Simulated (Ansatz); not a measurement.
Cu Kα1 powder pattern (kinematic, no thermal factors).
| 2θ (°) | relative intensity |
| --- | --- |
| 19.30 | 16 |
| 22.32 | 8 |
| 31.77 | 7 |
| 37.44 | 9 |
| 39.17 | 100 |
| 45.55 | 48 |
| 49.90 | 4 |
| 51.29 | 4 |
| 56.60 | 3 |
| 60.38 | 3 |
| 66.39 | 30 |
| 69.86 | 2 |
| 70.99 | 1 |
| 79.87 | 34 |
| 84.21 | 10 |
| 87.44 | 1 |

The pattern is computed from a structure relaxed with DFT PBE, scalar-relativistic, plane waves, PAW in Ansatz. No spin polarisation. Its elements are Al, Cu.

Give the structure.

Al₇Cu.
Space group Fm-3m (No. 225). a = 7.960 Å, b = 7.960 Å, c = 7.960 Å, α = 90.00°, β = 90.00°, γ = 90.00°
| atom | site | symmetry | x | y | z |
| --- | --- | --- | --- | --- | --- |
| Al | 24d | m.mm | 0.0000 | 0.7500 | 0.7500 |
| Al | 4a | m-3m | 0.0000 | 0.0000 | 0.0000 |
| Cu | 4b | m-3m | 0.5000 | 0.0000 | 0.0000 |

A pattern alone doesn't exclude other cells with like lines; this is the one computed.

The cell was found from a structure generator's guess, not taken from experiment.
